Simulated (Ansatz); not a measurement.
## HgTe: from a starting cell to a relaxed one

The start is a generated cell, HgTe built in the PtS structure type. Cell shape, volume and atoms are optimised at zero target pressure with r2SCAN (plane waves to 500 eV, PAW, scalar-relativistic; Ansatz, a first-principles code). The first steps use a coarse 5×5×3 k-mesh.

Starting cell:
```
HgTe
1.0
    4.37206     0.00000     0.00000
    0.00000     4.37206     0.00000
    0.00000     0.00000     7.69835
Hg Te
2 2
Cartesian
  0.00000   2.18603   0.00000
  2.18603   0.00000   3.84918
  0.00000   0.00000   1.92459
  0.00000   0.00000   5.77376
```

### Question
By how much does the energy per atom fall from start to end?

### Answer
0.01 eV/atom.

### Question
How do the shortest distances between atoms change?

### Answer
The closest pairs of elements (up to four, under 3.6 Å), start → end: Hg–Te 2.91 → 2.93 Å.

### Question
Is the relaxed structure metallic? Give its gap.

### Answer
Zero (metallic).

### Question
Give the final cell and atomic positions.

### Answer

```cif
data_Hg2Te2
_chemical_formula_sum 'Hg2 Te2'
_space_group_name_H-M_alt 'P42/mmc'
_space_group_IT_number 131
_space_group_name_Hall '-P 4c 2'
_cell_length_a 4.32171
_cell_length_b 4.32171
_cell_length_c 7.93189
_cell_angle_alpha 90.000
_cell_angle_beta 90.000
_cell_angle_gamma 90.000
loop_
_atom_site_label
_atom_site_type_symbol
_atom_site_symmetry_multiplicity
_atom_site_Wyckoff_symbol
_atom_site_fract_x
_atom_site_fract_y
_atom_site_fract_z
_atom_site_occupancy
Hg1 Hg 2 c 0.00000 0.50000 0.00000 1
Te1 Te 2 e 0.00000 0.00000 0.25000 1
```

The space group stays P4₂/mmc (No. 131) (the run could not lower it), with 4 atoms in the primitive cell. Final values are on a 11×11×6 k-mesh of the relaxed cell. No spin polarisation in the result.

The run could not lose the symmetry of its start: the end is stationary, and may be a saddle point rather than a minimum.

All atoms sit on sites fixed by symmetry, so only the cell could relax.

The relaxed structure here is a generated cell of HgTe: the first start was made by placing the elements on the sites of a structure type, and the end was not matched to a known phase here, so it may be hypothetical. Known forms of HgTe include space group No. 216.
